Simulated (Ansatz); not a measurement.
The relaxed structure here is a generated cell of ZrSe2: the first start was made by placing the elements on the sites of a structure type, and the end was not matched to a known phase here, so it may be hypothetical. Known forms of ZrSe2 include space group No. 164.

A relaxed structure of ZrSe2. Space group Pnma (No. 62), AFLOW prototype A2B_oP12_62_2c_c (C23, as in PbCl2). Method: PBEsol (plane waves to 420 eV, PAW, scalar-relativistic; Ansatz, a first-principles code).

Space group Pnma (No. 62); a = 7.2717 Å, b = 3.8267 Å, c = 8.6599 Å, α = β = γ = 90.00°

```csv
atom,site,symmetry,x,y,z
Zr,4c,.m.,0.2391,0.7500,0.3750
Se,4c,.m.,0.1368,0.2500,0.5797
Se,4c,.m.,0.0296,0.2500,0.1532
```

```yaml
volume_per_atom: 20.08 Å³
density: 6.87 g/cm³
band_gap: zero (metallic)
shortest_distances: Se–Zr 2.71 Å; Se–Se 3.09 Å
k-mesh: 5×10×5
```

Band energies at high-symmetry points (eV from the Fermi level; labels of this space group; no spin-orbit coupling), from −5 eV up to 2.6 eV:

```tsv
point	energies
Γ	-4.37 -4.31 -3.91 -3.70 -3.53 -3.41 -3.28 -3.09 -3.07 -2.87 -2.17 -2.10 -1.98 -1.97 -1.34 -1.11 -1.04 -0.44 -0.27 -0.20 0.16 0.72 0.83 1.30 1.36 1.38 1.41 1.75 1.95 2.16 2.22
X	-4.56 -4.56 -3.78 -3.78 -3.77 -3.77 -3.18 -3.18 -3.09 -3.09 -1.84 -1.84 -1.49 -1.49 -1.06 -1.06 -0.85 -0.85 -0.56 -0.56 0.63 0.63 0.97 0.97 1.34 1.34 1.54 1.54 2.24 2.24 2.58 2.58
S	-4.86 -4.86 -4.86 -4.86 -3.62 -3.62 -3.62 -3.62 -2.91 -2.91 -2.91 -2.91 -2.11 -2.11 -2.11 -2.11 -0.59 -0.59 -0.59 -0.59 1.60 1.60 1.60 1.60 2.14 2.14 2.14 2.14 2.53 2.53 2.53 2.53
Y	-4.77 -4.77 -3.70 -3.70 -3.08 -3.08 -2.78 -2.78 -2.72 -2.72 -2.28 -2.28 -2.18 -2.18 -1.82 -1.82 -0.73 -0.73 1.16 1.16 1.86 1.86 2.35 2.35 2.35 2.35
Z	-3.95 -3.95 -3.56 -3.56 -3.35 -3.35 -3.03 -3.03 -2.63 -2.63 -2.46 -2.46 -2.22 -2.22 -1.42 -1.42 -0.56 -0.56 -0.52 -0.52 0.43 0.43 1.13 1.13 1.17 1.17 1.31 1.31 2.57 2.57
U	-4.12 -4.12 -3.71 -3.71 -3.71 -3.71 -3.25 -3.25 -2.41 -2.41 -2.20 -2.20 -1.37 -1.37 -1.16 -1.16 -1.08 -1.08 -1.01 -1.01 1.00 1.00 1.04 1.04 1.36 1.36 2.12 2.12 2.15 2.15 2.34 2.34
R	-3.90 -3.90 -3.90 -3.90 -2.55 -2.55 -2.55 -2.55 -2.31 -2.31 -2.31 -2.31 -0.51 -0.51 -0.51 -0.51 1.54 1.54 1.54 1.54 2.26 2.26 2.26 2.26
T	-4.98 -4.98 -4.91 -4.91 -4.00 -4.00 -3.43 -3.43 -3.20 -3.20 -2.86 -2.86 -2.32 -2.32 -1.71 -1.71 -1.41 -1.41 -0.73 -0.73 1.35 1.35 1.87 1.87 2.23 2.23 2.42 2.42 2.50 2.50
```

No spin polarisation in the result.

The run could not lose the symmetry of its start: the end is stationary, and may be a saddle point rather than a minimum.
